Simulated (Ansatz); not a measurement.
Level: PBE, no spin polarisation; 420 eV; 8×8×5 Γ-centred mesh; fermi-dirac occupations (width 0.1 eV); Ansatz 0.2.0, fixed geometry.

Computed maps in the lattice plane spanned by a (left to right, 4.10 Å, 12 points from zero) and b (bottom to top, 4.10 Å, 12 points from zero), 90° apart, at height 0.000 along c. The fields are smooth PAW ones with compensation charges, not the true ones near nuclei.

Valence density. Digits on a logarithmic scale: 0 up to 0.03 e/Å³, each further digit a factor of 1.6, 9 from 1.3 e/Å³ up:
```
357875322222
479997422222
589998522222
479997422222
357875322222
234543234543
322222357875
422222479997
522222589998
422222479997
322222357875
234543234543
```

Problem. The cell is CsSF. Which atoms lie within 0.2 Å of this plane, and where (fractions of a and b)?

Solution. F at (0.75, 0.25), F at (0.25, 0.75). The whole cell:
```
F S Cs
1.0
     4.10378    0.00000    0.00000
     0.00000    4.10378    0.00000
     0.00000    0.00000    7.28650
F S Cs
2 2 2
Direct
  0.75000 0.25000 0.00000
  0.25000 0.75000 0.00000
  0.25000 0.25000 0.64870
  0.75000 0.75000 0.35130
  0.25000 0.25000 0.22960
  0.75000 0.75000 0.77040
```

Origin: a known structure type with other elements, at an estimated volume, so it need not be a known compound. Caveats: many states at the Fermi level without spin polarisation, so a magnetic state may lie lower.
